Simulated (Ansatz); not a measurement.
Cu Kα1 powder pattern (kinematic, no thermal factors).
| 2θ (°) | relative intensity |
| --- | --- |
| 18.18 | 24 |
| 25.29 | 16 |
| 25.81 | 47 |
| 31.32 | 100 |
| 36.45 | 1 |
| 36.83 | 49 |
| 41.36 | 7 |
| 45.20 | 13 |
| 49.10 | 58 |
| 51.92 | 9 |
| 53.07 | 17 |
| 55.47 | 3 |
| 56.57 | 1 |
| 58.87 | 11 |
| 59.67 | 6 |
| 59.93 | 10 |
| 62.93 | 14 |
| 65.34 | 18 |
| 68.45 | 3 |
| 69.43 | 2 |
| 75.19 | 17 |
| 77.43 | 11 |
| 78.36 | 5 |
| 80.35 | 1 |
| 81.27 | 1 |
| 83.23 | 8 |
| 83.92 | 2 |
| 84.15 | 2 |
| 84.97 | 6 |
| 86.79 | 12 |
| 89.88 | 8 |

The pattern is computed from a structure relaxed with Ansatz, DFT PBE, scalar-relativistic, plane waves, PAW. No spin polarisation. Its elements are Au, S, Y.

Problem. Give the structure.

Solution. YAuS2.
Space group P4/mmm (No. 123). a = 4.877 Å, b = 4.877 Å, c = 3.519 Å, α = 90.00°, β = 90.00°, γ = 90.00°
| atom | site | symmetry | x | y | z |
| --- | --- | --- | --- | --- | --- |
| Y | 1d | 4/mmm | 0.5000 | 0.5000 | 0.5000 |
| S | 2f | mmm. | 0.5000 | 0.0000 | 0.0000 |
| Au | 1a | 4/mmm | 0.0000 | 0.0000 | 0.0000 |

A pattern alone doesn't exclude other cells with like lines; this is the one computed.

The cell was found from a structure generator's guess, not taken from experiment.
